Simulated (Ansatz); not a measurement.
Sn:
Space group Cmcm (No. 63); a = 4.7030 Å, b = 13.0526 Å, c = 15.5251 Å, α = 90.00°, β = 90.00°, γ = 90.00°

```json
[
 {"atom": "Sn", "site": "8f", "symmetry": "m..", "x": "0.0000", "y": "0.2440", "z": "0.5547"},
 {"atom": "Sn", "site": "8f", "symmetry": "m..", "x": "0.0000", "y": "0.5705", "z": "0.1574"},
 {"atom": "Sn", "site": "8f", "symmetry": "m..", "x": "0.0000", "y": "0.0288", "z": "0.5905"}
]
```
(The calculation used a cell of 12 atoms; values per cell refer to that cell.)

Relaxed at zero pressure with the program Ansatz at the PBE level (PAW).

Task: The volume is raised by 6 % and shape and atoms relax at that volume. What pressure results, and how do the axes share the change?

Result: -1.5 GPa; a 2.0 %, b 1.5 %, c 2.4 %; the energy rises by 12 meV/atom.

Task: Give the new structure.

Result: 
Space group Cmcm (No. 63); a = 4.796 Å, b = 13.251 Å, c = 15.895 Å, α = 90.00°, β = 90.00°, γ = 90.00°

```tsv
atom	site	symmetry	x	y	z
Sn	8f	m..	0.0000	0.2439	0.5538
Sn	8f	m..	0.0000	0.5703	0.1571
Sn	8f	m..	0.0000	0.0282	0.5895
```

The phase is kept; no other phase was compared at this pressure.

The start of the workflow was typed in or built on a structure type; neither database checked (COD, Materials Project) lists it. It is not the phase usual at ambient conditions (space group No. 141). The cell was relaxed with PBE under the symmetry of its start; whether a distortion lowers the energy is not shown. Axis ratios of metals converge slowly with the k-mesh, so a and c are less sure than the volume. Spin–orbit coupling is left out wherever it is not named.

Potentials: the earlier of the program's two PAW sets.
